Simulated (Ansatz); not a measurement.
**Computed properties of Ta2O5**

Ta2O5:
```xyz
7
Lattice="3.8386 0.0000 0.0000 0.0000 3.8573 0.0000 -1.9172 0.0000 6.5143" Properties=species:S:1:pos:R:3 pbc="T T T"
Ta     0.9614     0.0000     5.1565
Ta     0.9599     0.0000     1.3578
O      0.9624     1.9286     5.2046
O      0.9590     1.9286     1.3097
O     -0.9575     0.0000     5.6687
O      2.8789     0.0000     0.8455
O      0.9607     0.0000     3.2571
```

Space group Cmmm (No. 65); conventional cell a = 3.8386 Å, b = 13.0286 Å, c = 3.8573 Å, α = 90.00°, β = 90.00°, γ = 90.00°.

Method: plane-wave PAW r²SCAN (Ansatz code). The cell and atoms are relaxed at this level. Other levels are named where they apply.

### Cell and energy

| Item | Result |
|---|---|
| Volume per atom | 13.78 Å³ |
| Density | 7.61 g/cm³ |
| Formation energy from the elements (no fitted shifts) | -3.05 eV/atom |

### Electronic structure

| Quantity | Value |
|---|---|
| Band gap | 2.70 eV (indirect) |
| Valence-band maximum | at E (k = 0.500, 0.500, 0.500 in fractions of the reciprocal vectors) |
| Conduction-band minimum | at B (k = 0.000, 0.000, 0.500 in fractions of the reciprocal vectors) |
| Smallest direct gap on the standard path | 3.35 eV |
| Electron effective mass | 0.25, 0.35, 10 mₑ (principal values) |
| Electron effective mass with spin–orbit coupling | 0.25, 0.40, 6.8 mₑ (principal values) |
| Hole effective mass | 1.3, 1.8, 16 mₑ (principal values) |
| Hole effective mass with spin–orbit coupling | 1.3, 1.8, 16 mₑ (principal values) |
| HSE06 gap on the r²SCAN cell | 3.66 eV |
| Gap with spin–orbit coupling | 2.67 eV |

### Dielectric response

| Quantity | Value |
|---|---|
| Electronic dielectric constant ε∞ (DFPT) | 4.32 (xx), 5.92 (yy), 4.36 (zz) |
| Born charges (a third of the trace) | Ta +7.85, O -3.40 to -2.87 e |

### Phonons

| Item | Result |
|---|---|
| Highest zone-centre frequency (without LO–TO term) | 861 cm⁻¹ |
| Zone-centre stability | unstable, softest mode 29i cm⁻¹ |

### Charges

| Item | Value |
|---|---|
| Bader charges | Ta +3.08, O -1.28 to -1.20 e |

The first step of the workflow began from a Materials Project structure, measured or hypothetical; the Crystallography Open Database copy checked does not list it. COD files the formula under space group No. 49. Its standing as an ambient phase is unchecked. Symmetry was held in the r²SCAN relaxation; phonons show weakly imaginary modes. The run is not spin-polarised. Point labels and valley counts follow the cell and symmetry of the run, lower than the named group. The references are the lowest solids computed at this level, not always the standard phases (solids in place of the gases). Spin–orbit coupling is left out wherever it is not named.

Potentials: the earlier of the program's two PAW sets.
